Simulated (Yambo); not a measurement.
G0W0@LDA for KNH2 (space group P2_1/m, No. 11) in Yambo. Reference settings: 4×4×2 Γ-centred k mesh, 148 bands and a 7 Ry block in the screening, 148 bands in G with the Bruneval-Gonze terminator, plasmon pole fitted at 27.2 eV. The LDA gap Γ → Γ on this mesh is 1.94 eV; G0W0 gaps are taken between the same points.

With and without the terminator, as bands are cut:

```json
[
 {"bands in G (in W)": "35 (35)", "gap, terminator (eV)": "4.395", "gap, none (eV)": "4.235", "valence shift, terminator (eV)": "-0.762", "valence shift, none (eV)": "-0.350"},
 {"bands in G (in W)": "55 (55)", "gap, terminator (eV)": "4.260", "gap, none (eV)": "4.081", "valence shift, terminator (eV)": "-0.965", "valence shift, none (eV)": "-0.594"},
 {"bands in G (in W)": "82 (82)", "gap, terminator (eV)": "4.233", "gap, none (eV)": "4.074", "valence shift, terminator (eV)": "-1.090", "valence shift, none (eV)": "-0.784"},
 {"bands in G (in W)": "115 (115)", "gap, terminator (eV)": "4.222", "gap, none (eV)": "4.107", "valence shift, terminator (eV)": "-1.150", "valence shift, none (eV)": "-0.925"},
 {"bands in G (in W)": "148 (148)", "gap, terminator (eV)": "4.222", "gap, none (eV)": "4.132", "valence shift, terminator (eV)": "-1.186", "valence shift, none (eV)": "-1.009"}
]
```

Over this range the gap spans 0.173 eV with the terminator and 0.161 eV without, the valence shift 0.424 eV and 0.659 eV. Neither column has reached its limit for certain.

Geometry of the Materials Project entry, not relaxed at this level; primitive cell a = 4.5476 Å, b = 3.7393 Å, c = 6.1855 Å, α = γ = 90.00°, β = 95.31°.

A shift is the quasiparticle energy of the state minus its LDA energy.
